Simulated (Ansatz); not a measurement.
InBiN₂:
```xyz
4
Lattice="3.6072 0.0000 0.0000 -1.8036 3.1239 0.0000 0.0000 0.0000 6.3533" Properties=species:S:1:pos:R:3 pbc="T T T"
Bi     0.0000     2.0826     0.0341
N      0.0000     2.0826     2.6070
In     1.8036     1.0413     3.2053
N      1.8036     1.0413     5.3988
```

Relaxed with PBEsol. Special points in fractions of this cell's reciprocal vectors: Γ (0.000, 0.000, 0.000); M (0.500, 0.000, 0.000); K (0.333, 0.333, 0.000); A (0.000, 0.000, 0.500); L (0.500, 0.000, 0.500); H (0.333, 0.333, 0.500).

Question: List the band energies nearest the Fermi level at these points for plane-wave PAW PBEsol (Ansatz code).

Answer: In eV from the Fermi level; about four levels below and three above (degenerate sets whole), none deeper than 8.9 eV; points with the same levels are listed once.

| k | below | above |
|---|---|---|
| Γ | -2.53 -2.53 -1.84 -1.01 -1.01 | 0.24 2.89 4.21 4.21 |
| M | -3.84 -3.31 -2.11 -0.83 | 1.15 2.57 4.52 |
| K | -5.60 -4.08 -3.79 -3.57 | 0.13 1.32 2.92 |
| A | -2.45 -2.45 -1.35 -1.11 -1.11 | 0.55 2.29 4.22 4.22 |
| L | -3.05 -2.36 -0.89 -0.21 | 3.17 4.16 4.71 |
| H | -4.05 -3.04 -2.91 -0.80 | 1.70 1.87 3.98 |

Space group P3m1. The start of the workflow was typed in or built on a structure type; neither database checked (COD, Materials Project) lists it. Its standing as an ambient phase is unchecked. Symmetry was held in the PBEsol relaxation; whether a distortion lowers the energy is not shown. The volume moved by 26 % from the start of the relaxation. Its formation energy is positive at this level, so the cell may be metastable or incomplete. Scalar-relativistic: spin–orbit coupling is off unless named, which matters more the heavier the elements.

Potentials: the earlier of the program's two PAW sets. The files were generated under PBE; for other functionals the program regenerates the frozen cores, and for LDA and PBEsol the local potential too.
